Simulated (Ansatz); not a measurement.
The calculation used DFT PBE, scalar-relativistic, plane waves, PAW (Ansatz 0.2.0). Settings: cutoff 420 eV, Γ-centred meshes spaced at most about 0.3 Å⁻¹, and about 0.25 Å⁻¹ or finer for metals (2π included), Gaussian smearing. Collinear spin in cells that started with moments and kept them past the coarse steps, no spin elsewhere.

These are static total energies at zero pressure. All come from trial cells, and lower structures may exist.

Task: Which of these relaxed structures of Sc2AlAs3 is the lowest in energy?
A.

```
Sc Al As
1.0
     5.99623    0.00000    0.00000
    -2.99812    5.19289    0.00000
     0.00000    0.00000    4.15092
Sc Al As
2 1 3
Direct
  0.33333 0.66667 0.00000
  0.66667 0.33333 0.00000
  0.00000 0.00000 0.00000
  0.50000 0.00000 0.50000
  0.00000 0.50000 0.50000
  0.50000 0.50000 0.50000
```

B.

```
Sc Al As
1.0
     5.06238    0.00000    0.00000
    -2.53119    4.38415    0.00000
     0.00000    0.00000    5.49207
Sc Al As
2 1 3
Direct
  0.33333 0.66667 0.00000
  0.66667 0.33333 0.00000
  0.00000 0.00000 0.50000
  0.33333 0.66667 0.50000
  0.66667 0.33333 0.50000
  0.00000 0.00000 0.00000
```

C.

```
Sc Al As
1.0
     3.83368    0.00000    0.00000
     0.00000    3.83368    0.00000
     0.00000    0.00000    7.87772
Sc Al As
2 1 3
Direct
  0.00000 0.50000 0.68923
  0.50000 0.00000 0.31077
  0.00000 0.00000 0.00000
  0.50000 0.50000 0.00000
  0.00000 0.50000 0.33497
  0.50000 0.00000 0.66503
```

D.

```
Sc Al As
1.0
     4.98317    0.00000    0.00000
     0.00000    4.98317    0.00000
     0.00000    0.00000    7.90763
Sc Al As
2 1 3
Cartesian
  2.4916 2.4916 1.4852
  2.4916 2.4916 6.4224
  0.0000 0.0000 0.0000
  2.4916 0.0000 0.0000
  0.0000 2.4916 0.0000
  2.4916 2.4916 3.9538
```

Result: C. It has space group P-4m2 (No. 115); the next, A, with space group P6/mmm (No. 191), lies 257 meV/atom higher. Largest moments: C no spin, A no spin, B 0.5 μB, D no spin. Counting As atoms around Al and Sc (those within 1.25 times the shortest such distance or 1.15 times the sum of covalent radii, 1.27 where that leaves under three; a plus sign parts nearer from farther groups; the shortest distance is added where it exceeds 1.18 times the sum of covalent radii), the lowest has Sc 5+2, Al 4+4 and the next has Sc 6, Al 12 from 3.6 Å.

Another magnetic order may lie lower. Cells relaxed within their symmetry can be saddle points. Some structure types and database cells were kept out of the candidates from the start, so a known form may be missing.
